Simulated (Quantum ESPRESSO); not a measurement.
# Al2InGaP4: input and log of a self-consistent run

A calculation, not a measurement. The program is pw.x of Quantum ESPRESSO 7.5 (plane-wave density functional theory). The cell is made up: 8 atoms on a zincblende/diamond lattice, with randomly drawn elements, strain and displacements, not relaxed. PseudoDojo standard norm-conserving files (v0.5 for PBE, v0.4.1 for LDA and PBEsol) set the functional; there is no spin polarisation, spin-orbit coupling or dispersion term, and the masses in the input are unused placeholders.

Input:

```
&control calculation='scf', pseudo_dir='./dojo.nc.sr.pbe.v0_5.standard.upf', outdir='./o', disk_io='medium', tprnfor=.true., tstress=.true. /
&system ibrav=0, nat=8, ntyp=4, nbnd=32, ecutwfc=79.96652505, nosym=.true., tot_charge=0,
 occupations='smearing', smearing='fd', degauss=0.0018374661
/
&electrons conv_thr=7.350e-09, electron_maxstep=60, /
ATOMIC_SPECIES
Al 1.0 Al.upf
Ga 1.0 Ga.upf
In 1.0 In.upf
P 1.0 P.upf
CELL_PARAMETERS angstrom
5.6312 0.0007 -0.0332
0.0007 5.6834 -0.0552
-0.0328 -0.0545 5.7144
ATOMIC_POSITIONS angstrom
Al 0.0492 0.0063 -0.0499
In -0.0197 2.7896 2.7806
Ga 2.8053 -0.0511 2.8638
Al 2.8393 2.8321 0.0319
P 1.3938 1.4335 1.3863
P 1.4158 4.1369 4.2633
P 4.2792 1.3412 4.3416
P 4.1567 4.213 1.3256
K_POINTS automatic
4 4 4 1 1 1
```

The log is shortened where brackets say so; the opening notice, blank lines, dates and the lines on written files are dropped, and the path of the files is cut. It prints rydbergs, bohrs and kilobars, and counts compression as positive stress.

```
     Program PWSCF v.7.5
     Parallel version (MPI & OpenMP), running on       1 processor cores
     Number of MPI processes:                 1
     Threads/MPI process:                     1
     [start-up lines left out]
     bravais-lattice index     =            0
     lattice parameter (alat)  =      10.6416  a.u.
     unit-cell volume          =    1234.0180 (a.u.)^3
     number of atoms/cell      =            8
     number of atomic types    =            4
     number of electrons       =        52.00
     number of Kohn-Sham states=           32
     kinetic-energy cutoff     =      79.9665  Ry
     charge density cutoff     =     319.8661  Ry
     scf convergence threshold =      7.3E-09
     mixing beta               =       0.7000
     number of iterations used =            8  plain     mixing
     Exchange-correlation= PBE
                           (   1   4   3   4   0   0   0)
     [axes and pseudopotential details left out]
   Cartesian axes
     site n.     atom                  positions (alat units)
         1        Al     tau(   1) = (   0.0087369   0.0011187  -0.0088612  )
         2        In     tau(   2) = (  -0.0034983   0.4953743   0.4937760  )
         3        Ga     tau(   3) = (   0.4981622  -0.0090743   0.5085506  )
         4        Al     tau(   4) = (   0.5041999   0.5029214   0.0056648  )
         5        P      tau(   5) = (   0.2475095   0.2545594   0.2461777  )
         6        P      tau(   6) = (   0.2514163   0.7346264   0.7570724  )
         7        P      tau(   7) = (   0.7598959   0.2381689   0.7709768  )
         8        P      tau(   8) = (   0.7381424   0.7481401   0.2353987  )
     number of k points=    32  Fermi-Dirac smearing, width (Ry)=  0.0018
                       cart. coord. in units 2pi/alat
        k(    1) = (   0.1257242   0.1250536   0.1250965), wk =   0.0625000
        k(    2) = (   0.1271765   0.1274465   0.3714920), wk =   0.0625000
     [further k points left out]
     Dense  grid:   119219 G-vectors     FFT dimensions: (  64,  64,  64)
     Estimated max dynamical RAM per process >     153.61 MB
     Initial potential from superposition of free atoms
     starting charge      51.9880, renormalised to      52.0000
     Starting wfcs are   42 randomized atomic wfcs
     total cpu time spent up to now is       12.6 secs
     per-process dynamical memory:   101.4 Mb
     Self-consistent Calculation
     iteration #  1     ecut=    79.97 Ry     beta= 0.70
     Davidson diagonalization with overlap
     ethr =  1.00E-02,  avg # of iterations =  4.2
     Threshold (ethr) on eigenvalues was too large:
     Diagonalizing with lowered threshold
     Davidson diagonalization with overlap
     ethr =  6.97E-04,  avg # of iterations =  2.0
     total cpu time spent up to now is       64.0 secs
     total energy              =    -350.64787959 Ry
     estimated scf accuracy    <       0.37305272 Ry
     iteration #  2     ecut=    79.97 Ry     beta= 0.70
     Davidson diagonalization with overlap
     ethr =  7.17E-04,  avg # of iterations =  2.2
     total cpu time spent up to now is       90.5 secs
     total energy              =    -350.73629574 Ry
     estimated scf accuracy    <       0.09583411 Ry
     iteration #  3     ecut=    79.97 Ry     beta= 0.70
     Davidson diagonalization with overlap
     ethr =  1.84E-04,  avg # of iterations =  2.9
     total cpu time spent up to now is      121.2 secs
     total energy              =    -350.75416461 Ry
     estimated scf accuracy    <       0.00707666 Ry
     iteration #  4     ecut=    79.97 Ry     beta= 0.70
     Davidson diagonalization with overlap
     c_bands:  1 eigenvalues not converged
     ethr =  1.36E-05,  avg # of iterations =  9.9
     total cpu time spent up to now is      160.7 secs
     total energy              =    -350.75610636 Ry
     estimated scf accuracy    <       0.00208928 Ry
     iteration #  5     ecut=    79.97 Ry     beta= 0.70
     Davidson diagonalization with overlap
     ethr =  4.02E-06,  avg # of iterations =  5.4
     total cpu time spent up to now is      192.7 secs
     total energy              =    -350.75643096 Ry
     estimated scf accuracy    <       0.00010023 Ry
     iteration #  6     ecut=    79.97 Ry     beta= 0.70
     Davidson diagonalization with overlap
     ethr =  1.93E-07,  avg # of iterations =  3.7
     total cpu time spent up to now is      224.0 secs
     total energy              =    -350.75645475 Ry
     estimated scf accuracy    <       0.00001543 Ry
     iteration #  7     ecut=    79.97 Ry     beta= 0.70
     Davidson diagonalization with overlap
     ethr =  2.97E-08,  avg # of iterations =  2.8
     total cpu time spent up to now is      253.1 secs
     total energy              =    -350.75645835 Ry
     estimated scf accuracy    <       0.00000125 Ry
     iteration #  8     ecut=    79.97 Ry     beta= 0.70
     Davidson diagonalization with overlap
     ethr =  2.40E-09,  avg # of iterations =  3.8
     total cpu time spent up to now is      280.1 secs
     total energy              =    -350.75645889 Ry
     estimated scf accuracy    <       0.00000013 Ry
     iteration #  9     ecut=    79.97 Ry     beta= 0.70
     Davidson diagonalization with overlap
     ethr =  2.44E-10,  avg # of iterations =  2.5
     total cpu time spent up to now is      308.2 secs
     total energy              =    -350.75645892 Ry
     estimated scf accuracy    <       0.00000002 Ry
     iteration # 10     ecut=    79.97 Ry     beta= 0.70
     Davidson diagonalization with overlap
     ethr =  3.17E-11,  avg # of iterations =  3.5
     total cpu time spent up to now is      335.9 secs
     End of self-consistent calculation
     [lines on levels left out]
!    total energy              =    -350.75645892 Ry
     estimated scf accuracy    <          1.3E-09 Ry
     smearing contrib. (-TS)   =      -0.00000000 Ry
     internal energy E=F+TS    =    -350.75645892 Ry
     The total energy is F=E-TS. E is the sum of the following terms:
     one-electron contribution =    -162.03854726 Ry
     hartree contribution      =     112.13983056 Ry
     xc contribution           =    -102.62032434 Ry
     ewald contribution        =    -198.23741789 Ry
     convergence has been achieved in  10 iterations
     Forces acting on atoms (cartesian axes, Ry/au):
     atom    1 type  1   force =     0.00319839   -0.02666880    0.01906125
     atom    2 type  3   force =    -0.02563411    0.00626510    0.02193908
     atom    3 type  2   force =    -0.00107167    0.00227930    0.00595499
     atom    4 type  1   force =    -0.01123273   -0.02064812   -0.02870621
     atom    5 type  4   force =     0.04680146   -0.05547457   -0.02969212
     atom    6 type  4   force =     0.02733100    0.04340939    0.02483552
     atom    7 type  4   force =    -0.04832763   -0.00585136   -0.00452640
     atom    8 type  4   force =     0.00893529    0.05668907   -0.00886611
     Total force =     0.137262     Total SCF correction =     0.000074
     Computing stress (Cartesian axis) and pressure
          total   stress  (Ry/bohr**3)                   (kbar)     P=      -11.33
  -0.00004198  -0.00003191   0.00007927           -6.18       -4.69       11.66
  -0.00003191  -0.00008942   0.00010894           -4.69      -13.15       16.03
   0.00007927   0.00010894  -0.00009974           11.66       16.03      -14.67
     init_run     :     11.79s CPU     12.51s WALL (       1 calls)
     electrons    :    306.62s CPU    323.31s WALL (       1 calls)
     forces       :      3.90s CPU      3.99s WALL (       1 calls)
     stress       :     14.76s CPU     15.70s WALL (       1 calls)
     [timing details left out]
     PWSCF        :   5m37.23s CPU   5m55.87s WALL
     JOB DONE.
```

In other units: free energy -4772.285 eV for the cell, pressure -1.13 GPa, largest force component 1.458 eV/Å. A rerun of the same cell at another strain at 1377 eV and a 6 x 6 x 6 mesh moved values by no more than 0.006 eV in energy, 0.02 GPa in stress and 0.002 eV/Å in force.